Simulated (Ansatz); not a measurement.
Cd₄TeSe₃:
Space group Pmm2 (No. 25); a = 4.4178 Å, b = 8.8364 Å, c = 6.2179 Å, α = 90.00°, β = 90.00°, γ = 90.00°

```
atom  site  symmetry       x       y       z
----  ----  --------  ------  ------  ------
Cd      2g       m..  0.0000  0.2384  0.0090
Cd      1c       mm2  0.5000  0.0000  0.5090
Cd      1d       mm2  0.5000  0.5000  0.4723
Te      1b       mm2  0.0000  0.5000  0.7506
Se      2h       m..  0.5000  0.2418  0.2503
Se      1a       mm2  0.0000  0.0000  0.7494
```

Relaxed with r²SCAN.

Task: Tabulate the valence density and the electron localisation function along the shortest Cd–Te contact (2.81 Å), plane-wave PAW r²SCAN (Ansatz code).

Result: 

```tsv
distance from Cd (Å)	density (e/Å³)	ELF
0.28	19.08	0.80
0.42	12.67	0.66
0.56	7.10	0.54
0.70	3.37	0.44
0.84	1.44	0.32
0.98	0.66	0.20
1.12	0.41	0.16
1.26	0.34	0.27
1.40	0.35	0.51
1.54	0.42	0.67
1.68	0.53	0.66
1.82	0.69	0.58
1.96	1.01	0.48
2.10	2.16	0.35
2.24	4.80	0.17
2.39	8.75	0.04
2.53	13.01	0.01
```

The density is the valence pseudo-density with augmentation charge, so density and ELF within about 1 Å of a nucleus are not all-electron values.

The workflow started from a Materials Project entry (that database holds measured and hypothetical structures alike); the Crystallography Open Database copy checked does not list it. Whether it is the stable phase at ambient conditions was not checked. The r²SCAN relaxation kept the symmetry of its start; whether a distortion lowers the energy is not shown. Scalar-relativistic: spin–orbit coupling is off unless named, which matters more the heavier the elements.

Potentials: the later of the program's two PAW sets.
